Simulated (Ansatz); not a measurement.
## Contact densities of NbCd$_{3}$ against volume

```
Nb Cd
1.0
     4.21500    0.00000    0.00000
     0.00000    4.21500    0.00000
     0.00000    0.00000    4.21500
Nb Cd
1 3
Direct
  0.00000 0.00000 0.00000
  0.00000 0.50000 0.50000
  0.50000 0.00000 0.50000
  0.50000 0.50000 0.00000
```

Atoms are numbered in the order listed.

The cell comes from COD entry 2310296, which wasn't checked; take it as a given geometry.

Spin polarisation is left out, and whether a magnetic state lies lower isn't shown here.

These are results of Ansatz 0.2.0, DFT, LDA, all-electron PAW with datasets made for the crystal, scalar-relativistic, not measurements.

Numerical set-up: a Γ-centred 9×9×9 k mesh, Fermi–Dirac smearing of 0.08 eV, cutoff 260 eV (chosen by the program for this cell), no spin polarisation.

The contact density is the mean electron density over the nuclear volume; its changes follow the s electrons' response to bonding and compression. Changes below are taken from the unscaled cell, where it is 538603 e/Å³ at Nb1, 1.03172e+06 e/Å³ at Cd2.

The datasets are made afresh for each cell, so very small changes are uncertain.

Task: Does compression raise or lower the contact density at Nb1?

Result: It raises it, by 1.49 e/Å³ over the whole range.

Task: Tabulate the changes with volume.

Result: 
```
V/V(cell)  P (GPa)  Δρ(0) Nb1 (e/Å³)  Δρ(0) Cd2 (e/Å³)
   0.9400      5.5              0.92              3.90
   0.9800     -0.2              0.29              1.19
   1.0000     -2.5              0.00              0.00
   1.0100     -3.6             -0.14             -0.56
   1.0400     -6.4             -0.57             -2.10
```
